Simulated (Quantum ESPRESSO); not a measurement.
# Band energies of InSe

```xyz
8
Lattice="4.0400 0.0000 0.0000 -2.0200 3.4987 0.0000 0.0000 0.0000 16.6003" Properties=species:S:1:pos:R:3 pbc="T T T"
Se     2.0200     1.1662    13.9212
Se     2.0200     1.1662     2.6792
Se     0.0000     2.3325    10.9786
Se     0.0000     2.3325     5.6218
In     0.0000     0.0000     9.6957
In     0.0000     0.0000     6.9046
In     0.0000     2.3325    15.2052
In     0.0000     2.3325     1.3952
```

PBEsol (pw.x of Quantum ESPRESSO, ONCV potentials, no spin-orbit coupling); path ΓMKΓALHA,LM,KH; energies in eV from the valence-band maximum.

```
k (1/Å)  point  band 54  band 55  band 56  band 57  band 58  band 59  band 60  band 61
-------  -----  -------  -------  -------  -------  -------  -------  -------  -------
0.00         Γ    -1.25    -1.25    -1.17    -1.17     0.00     0.17     1.63     1.88
0.22              -1.58    -1.41    -1.31    -1.20    -0.13     1.12     1.90     2.55
0.45              -1.84    -1.77    -1.63    -1.11    -0.66     1.65     1.86     2.03
0.67              -2.10    -2.00    -1.92    -1.59    -1.19     1.22     1.32     1.84
0.90         M    -2.24    -2.23    -2.03    -1.89    -1.61     1.17     1.19     1.66
1.16              -2.61    -2.47    -1.95    -1.75    -1.68     1.70     1.82     1.82
1.42         K    -2.56    -2.17    -2.06    -1.93    -1.73     1.66     1.67     2.11
1.59              -2.47    -2.46    -1.89    -1.87    -1.50     1.69     1.98     2.09
1.93              -2.36    -2.15    -1.73    -1.04    -0.82     1.98     2.26     2.35
2.11              -1.76    -1.72    -1.60    -1.10    -0.34     1.72     2.01     2.81
2.28              -1.49    -1.37    -1.27    -1.22    -0.06     0.86     1.82     2.37
2.45         Γ    -1.25    -1.25    -1.17    -1.17     0.00     0.17     1.63     1.88
2.45         A    -1.21    -1.20    -1.20    -1.02    -0.98     1.04     1.13     1.95
2.63              -1.57    -1.30    -1.30    -0.66    -0.65     1.38     1.44     2.41
2.81              -1.87    -1.55    -1.54    -0.67    -0.65     1.73     1.74     2.46
3.17              -2.34    -2.03    -2.03    -1.54    -1.42     1.17     1.31     1.65
3.35         L    -2.44    -2.11    -2.11    -1.72    -1.56     1.00     1.12     1.61
3.52              -2.57    -2.40    -2.20    -1.67    -1.53     1.33     1.43     2.01
3.87         H    -2.52    -2.50    -2.12    -1.92    -1.56     1.47     1.76     2.14
4.00              -2.84    -2.19    -2.07    -1.79    -1.57     1.58     1.73     2.24
4.13              -3.10    -2.07    -2.03    -1.49    -1.48     1.78     1.85     2.27
4.39              -2.28    -2.21    -2.19    -0.87    -0.85     2.07     2.09     2.46
4.52              -2.03    -1.79    -1.78    -0.66    -0.65     1.91     1.92     2.79
4.65              -1.69    -1.46    -1.45    -0.60    -0.60     1.61     1.66     2.77
4.91         A    -1.21    -1.20    -1.20    -1.02    -0.98     1.04     1.13     1.95
4.91         L    -2.44    -2.11    -2.11    -1.72    -1.56     1.00     1.12     1.61
5.10         M    -2.24    -2.23    -2.03    -1.89    -1.61     1.17     1.19     1.66
5.10         K    -2.56    -2.17    -2.06    -1.93    -1.73     1.66     1.67     2.11
5.28         H    -2.52    -2.50    -2.12    -1.92    -1.56     1.47     1.76     2.14
```

The PBEsol gap is direct, 0.17 eV at Γ.

Spin-orbit splittings are left out.

Geometry relaxed with PBE+D3(BJ).
